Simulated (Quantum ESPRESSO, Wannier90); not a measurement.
# SiGe (wurtzite): Wannier90 run

```xyz
4
Lattice="3.9045 0.0000 0.0000 -1.9522 3.3814 0.0000 0.0000 0.0000 6.4508" Properties=species:S:1:pos:R:3 pbc="T T T"
Si    -1.9522     1.1271    -0.8089
Si     1.9522    -1.1271     2.4165
Ge    -1.9522     1.1271    -3.2229
Ge     1.9522    -1.1271     0.0025
```

Structure: Materials Project mp-978534, symmetrised, not relaxed again. Not found in the COD (Crystallography Open Database) copy used; not checked further. Computed values, not measurements, from PBEsol: Quantum ESPRESSO (norm-conserving PseudoDojo potentials, cutoff 63 Ry, spinors with spin-orbit coupling) on a Γ-centred 6×6×4 mesh, then Wannier90. Density: 12×12×6 mesh, Gaussian smearing 0.01 Ry. The gap is small at this level and was sampled on the meshes and a path alone.

A tight-binding model is made by disentanglement and projection with no localisation steps (num_iter = 0), so the 32 orbitals stay atom-like: hydrogen-like Si: s;p; Ge: s;p, axes along x, y, z; frozen window up to 1.80 eV relative to the valence-band maximum. It follows pw.x to 18 meV rms for states up to 1.3 eV relative to the valence-band maximum. Matrix elements depend on this choice of orbitals and windows.

**Question.** What are the on-site energies relative to the valence-band maximum, and how fast do the hoppings decay?

**Answer.** 
| atom | orbitals | energy (eV) |
|---|---|---|
| Si1 | s↑ s↓ | -4.63 |
| Si1 | pz↑ pz↓ | 0.99 |
| Si1 | px↑ px↓ py↑ py↓ | 0.97 |
| Si2 | s↑ s↓ | -4.63 |
| Si2 | pz↑ pz↓ | 0.99 |
| Si2 | px↑ px↓ py↑ py↓ | 0.97 |
| Ge3 | s↑ s↓ | -5.91 |
| Ge3 | pz↑ pz↓ | 1.10 |
| Ge3 | px↑ px↓ py↑ py↓ | 1.06 |
| Ge4 | s↑ s↓ | -5.91 |
| Ge4 | pz↑ pz↓ | 1.10 |
| Ge4 | px↑ px↓ py↑ py↓ | 1.06 |

```csv
distance of the centres (Å),largest modulus (eV)
2–3,2.7
3–4,0.78
4–5,0.29
5–6,0.19
6–7,0.24
7–8,0.064
8–9,0.067
9–10,0.069
```
